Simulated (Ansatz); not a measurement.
Data:

Relaxed WS₂ (2H-MoS2 type, space group P6_3/mmc):

```xyz
6
Lattice="3.1543 0.0000 0.0000 -1.5771 2.7317 0.0000 0.0000 0.0000 12.1409" Properties=species:S:1:pos:R:3 pbc="T T T"
W      0.0000     1.8211     3.0352
W      1.5771     0.9106     9.1056
S      0.0000     1.8211     7.5310
S      1.5771     0.9106     1.4605
S      1.5771     0.9106     4.6099
S      0.0000     1.8211    10.6803
```

Scan: atom 5 (S, nearest neighbour W at 2.408 Å; its periodic images, 3.2 Å or more away, move with it) is displaced towards the nearest neighbour, direction (-0.655, 0.378, -0.654) in Cartesian axes, by s. The other atoms stay.

Calculation: PBE-D3(BJ) (plane waves to 420 eV, PAW, scalar-relativistic; Ansatz, an electronic-structure program). k mesh 10×10×3 (Γ-centred), Fermi-Dirac smearing 0.05 eV. The energy includes the smearing's −TS. Left out: 3 of 11 points, with atoms too close for the PAW data. Spin-orbit coupling is left out, though W is heavy. The PAW data are Ansatz's earlier set. WS2 is run without spin polarisation. WS2 was relaxed with its symmetry unable to fall. The zero of ΔE is the undisplaced structure.

The scan covers s from -0.720 to 0.288 Å in 8 points.

Problem. Is the energy the same for displacements of ±0.288 Å, and if not, which side lies higher?

Solution. Not even: the positive side lies higher at ±0.288 Å. With its periodic images moving along, the atom's site symmetry in this cell is 3m..

Problem. What force acts on the atom along the line at s = -0.720 Å?

Solution. 3.43 eV/Å.

Problem. What is the energy change at s = 0.288 Å?

Solution. 807 meV/cell.

Problem. What is the force constant k = d²E/ds² of this move at s = 0?

Solution. 13.9 eV/Å².

(For displaced atoms, the force is minus the slope of the energy, and its curvature is a force constant, which sets phonon frequencies.)
